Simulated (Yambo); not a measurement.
One stored BSE kernel of dimension 2304 for SnO (space group P4/nmm, No. 129) (Yambo, PBEsol bands; 6×6×4 mesh, 4 valence and 4 conduction bands, static screening with 45 bands and a 4 Ry block, scissor 0.89 eV, Tamm-Dancoff; broadening 0.15 eV; field along x), solved in several ways.

```tsv
solver	iterations	largest change of Im ε (% of its maximum)	rough time
Haydock, threshold 2 %	10	52	within a factor of two
Haydock, threshold 0.5 %	18	22	within a factor of two
Haydock, threshold 0.1 %	37	3.2	within a factor of two
Haydock, threshold 0.005 %	71	0.2	1
SLEPc, lowest 10 states	–	no full spectrum	within a factor of two
SLEPc, lowest 60 states	–	no full spectrum	about 2×
full diagonalisation	–	reference	about 10×
```

Haydock gives the spectrum without eigenstates, SLEPc the lowest states alone, full diagonalisation everything at a cost that grows as the cube of the dimension. Times include reading the kernel. Times are rough ratios from shared machines. Mesh and scissor weren't tested; the rows compare only with each other.

Spin-orbit coupling is not included.

Geometry of the Materials Project entry, not relaxed at this level; primitive cell a = b = 3.8137 Å, c = 4.8869 Å, α = β = γ = 90.00°.

The distance between layers or molecules is the database entry's, not relaxed here. Functionals without dispersion can leave it too large, which widens gaps and weakens the response across layers: the numbers belong to this cell.
